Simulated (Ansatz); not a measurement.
Total density of states per atom from plane-wave PAW r²SCAN (Ansatz code), in 0.25 eV bins, energy from the valence-band maximum:

```json
[
 {"E (eV)": "-4.95", "states/eV/atom": "0.00"},
 {"E (eV)": "-4.70", "states/eV/atom": "0.56"},
 {"E (eV)": "-4.45", "states/eV/atom": "0.69"},
 {"E (eV)": "-4.20", "states/eV/atom": "0.74"},
 {"E (eV)": "-3.95", "states/eV/atom": "0.71"},
 {"E (eV)": "-3.70", "states/eV/atom": "0.66"},
 {"E (eV)": "-3.45", "states/eV/atom": "0.65"},
 {"E (eV)": "-3.20", "states/eV/atom": "0.70"},
 {"E (eV)": "-2.95", "states/eV/atom": "0.63"},
 {"E (eV)": "-2.70", "states/eV/atom": "0.63"},
 {"E (eV)": "-2.45", "states/eV/atom": "0.74"},
 {"E (eV)": "-2.20", "states/eV/atom": "0.68"},
 {"E (eV)": "-1.95", "states/eV/atom": "0.57"},
 {"E (eV)": "-1.70", "states/eV/atom": "0.60"},
 {"E (eV)": "-1.45", "states/eV/atom": "0.81"},
 {"E (eV)": "-1.20", "states/eV/atom": "0.92"},
 {"E (eV)": "-0.95", "states/eV/atom": "1.01"},
 {"E (eV)": "-0.70", "states/eV/atom": "1.17"},
 {"E (eV)": "-0.45", "states/eV/atom": "1.27"},
 {"E (eV)": "-0.20", "states/eV/atom": "1.11"},
 {"E (eV)": "0.05", "states/eV/atom": "0.31"},
 {"E (eV)": "0.30", "states/eV/atom": "0.00"},
 {"E (eV)": "0.55", "states/eV/atom": "0.00"},
 {"E (eV)": "0.80", "states/eV/atom": "0.00"},
 {"E (eV)": "1.05", "states/eV/atom": "0.00"},
 {"E (eV)": "1.30", "states/eV/atom": "0.00"},
 {"E (eV)": "1.55", "states/eV/atom": "0.00"},
 {"E (eV)": "1.80", "states/eV/atom": "0.00"},
 {"E (eV)": "2.05", "states/eV/atom": "0.00"},
 {"E (eV)": "2.30", "states/eV/atom": "0.00"},
 {"E (eV)": "2.55", "states/eV/atom": "0.00"},
 {"E (eV)": "2.80", "states/eV/atom": "0.00"},
 {"E (eV)": "3.05", "states/eV/atom": "0.00"},
 {"E (eV)": "3.30", "states/eV/atom": "0.00"},
 {"E (eV)": "3.55", "states/eV/atom": "0.00"},
 {"E (eV)": "3.80", "states/eV/atom": "0.04"},
 {"E (eV)": "4.05", "states/eV/atom": "0.49"},
 {"E (eV)": "4.30", "states/eV/atom": "0.60"},
 {"E (eV)": "4.55", "states/eV/atom": "0.53"},
 {"E (eV)": "4.80", "states/eV/atom": "0.45"},
 {"E (eV)": "5.05", "states/eV/atom": "0.70"},
 {"E (eV)": "5.30", "states/eV/atom": "0.59"},
 {"E (eV)": "5.55", "states/eV/atom": "0.79"},
 {"E (eV)": "5.80", "states/eV/atom": "0.82"},
 {"E (eV)": "6.05", "states/eV/atom": "0.06"},
 {"E (eV)": "6.30", "states/eV/atom": "0.00"},
 {"E (eV)": "6.55", "states/eV/atom": "0.00"},
 {"E (eV)": "6.80", "states/eV/atom": "0.00"},
 {"E (eV)": "7.05", "states/eV/atom": "0.00"},
 {"E (eV)": "7.30", "states/eV/atom": "0.00"},
 {"E (eV)": "7.55", "states/eV/atom": "0.00"},
 {"E (eV)": "7.80", "states/eV/atom": "0.15"},
 {"E (eV)": "8.05", "states/eV/atom": "0.49"},
 {"E (eV)": "8.30", "states/eV/atom": "0.47"},
 {"E (eV)": "8.55", "states/eV/atom": "0.37"}
]
```

Problem. Which compound is it?
(A) MgSe, rock salt
(B) HfO2, rutile
(C) VBiO4, I4_1/amd (V on 4b, Bi on 4a, O on 16h)
(D) Li2MgNb4O12, P1 (Pearson symbol aP19)

Solution. D, Li2MgNb4O12, P1 (Pearson symbol aP19). Top 1 eV of the valence band: O 2p 94 %. Bottom 1 eV of the conduction band: Nb 4d 77 %, O 2p 18 %. Projections are on Löwdin-orthogonalised atomic valence shells; empty p or d shells of many metals are not among them.

The start of the workflow was typed in or built on a structure type; neither database checked (COD, Materials Project) lists it. Its standing as an ambient phase is unchecked. The cell was relaxed with r²SCAN under the symmetry of its start; its stability against distortions is not shown here. No spin polarisation was allowed. Spin–orbit coupling is left out wherever it is not named.

Potentials: the later of the program's two PAW sets.
